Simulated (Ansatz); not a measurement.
This cell of ZrC (rock salt) is off equilibrium:

```
CELL_PARAMETERS angstrom
      0.00000     4.71144     4.71144
      2.35572     2.35572     4.71144
      2.35572     2.35572     0.00000
ATOMIC_POSITIONS crystal
  C  0.99965 0.00035 0.99965
  C  0.50035 0.99965 0.00035
  Zr 0.98939 0.51061 0.48939
  Zr 0.51061 0.48939 0.51061
```

These are r2SCAN (plane waves to 500 eV, PAW, scalar-relativistic; Ansatz, a quantum-chemistry and plane-wave program) values and carry that method's errors. k mesh 17×17×17 (Γ-centred), Fermi-Dirac smearing 0.05 eV. Compression counts positive. With partly filled bands, energies and forces of such displacements shift with the k mesh and the smearing. ZrC is run without spin polarisation. ZrC was relaxed with its symmetry unable to fall.

Q: What forces act on the atoms (eV/Å, Cartesian)?

A: 
```json
[
 {"atom": "C1", "Fx": "0.000", "Fy": "0.006", "Fz": "0.000"},
 {"atom": "C2", "Fx": "0.000", "Fy": "-0.006", "Fz": "0.000"},
 {"atom": "Zr3", "Fx": "0.000", "Fy": "0.714", "Fz": "0.000"},
 {"atom": "Zr4", "Fx": "0.000", "Fy": "-0.714", "Fz": "0.000"}
]
```

Q: Give the stress tensor in GPa and the pressure.

A: 
```
   -0.2      0.0      0.0
    0.0      0.7      0.0
    0.0      0.0      0.6
```
The pressure, a third of the trace, is 0.4 GPa.

(For displaced atoms, the force is minus the slope of the energy, and its curvature is a force constant, which sets phonon frequencies.)
